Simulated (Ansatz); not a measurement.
Relaxed LiF (rock salt):

```xyz
4
Lattice="0.0000 4.0679 4.0679 2.0339 2.0339 4.0679 2.0339 2.0339 0.0000" Properties=species:S:1:pos:R:3 pbc="T T T"
F      0.0000     0.0000     0.0000
F      2.0339     4.0679     2.0339
Li     2.0339     2.0339     2.0339
Li     2.0339     4.0679     4.0679
```

A phonon eigenvector at X = (0.5, 0.5, 0.0) is frozen into this cell: atom i moves by Q times the vector below, so Q is the largest atomic displacement, in Å. The cell is held. It is one choice among 2 degenerate patterns. (q is in reciprocal vectors of the primitive cell; the cell shown is doubled to hold the pattern.)

| atom | x | y | z |
|---|---|---|---|
| F1 | 0.000 | 0.153 | 0.000 |
| F2 | 0.000 | -0.153 | 0.000 |
| Li3 | 0.000 | 1.000 | 0.000 |
| Li4 | 0.000 | -1.000 | 0.000 |

Method: PBE (plane waves to 420 eV, PAW, scalar-relativistic; Ansatz, a quantum-chemistry and plane-wave program). k mesh 14×14×14 (Γ-centred), Fermi-Dirac smearing 0.05 eV. LiF was relaxed with its symmetry unable to fall. 

```json
[
 {"Q (Å)": "-0.180", "−dE/dQ from forces (eV/Å)": "1.243"},
 {"Q (Å)": "-0.150", "−dE/dQ from forces (eV/Å)": "0.952"},
 {"Q (Å)": "-0.120", "−dE/dQ from forces (eV/Å)": "0.707"},
 {"Q (Å)": "-0.090", "−dE/dQ from forces (eV/Å)": "0.500"},
 {"Q (Å)": "-0.060", "−dE/dQ from forces (eV/Å)": "0.319"},
 {"Q (Å)": "-0.030", "−dE/dQ from forces (eV/Å)": "0.155"},
 {"Q (Å)": "0.000", "−dE/dQ from forces (eV/Å)": "0.000"},
 {"Q (Å)": "0.030", "−dE/dQ from forces (eV/Å)": "-0.155"},
 {"Q (Å)": "0.060", "−dE/dQ from forces (eV/Å)": "-0.319"},
 {"Q (Å)": "0.090", "−dE/dQ from forces (eV/Å)": "-0.500"},
 {"Q (Å)": "0.120", "−dE/dQ from forces (eV/Å)": "-0.707"},
 {"Q (Å)": "0.150", "−dE/dQ from forces (eV/Å)": "-0.952"},
 {"Q (Å)": "0.180", "−dE/dQ from forces (eV/Å)": "-1.243"}
]
```

Problem. What harmonic wavenumber does the curvature at Q = 0 give?

Solution. 307 cm⁻¹. E″ = 5.12 eV/Å², M = Σ mᵢ|uᵢ|² = 14.8 u, ν̃ = 521.5·√(|E″|/M).

(For displaced atoms, the force is minus the slope of the energy, and its curvature is a force constant, which sets phonon frequencies.)
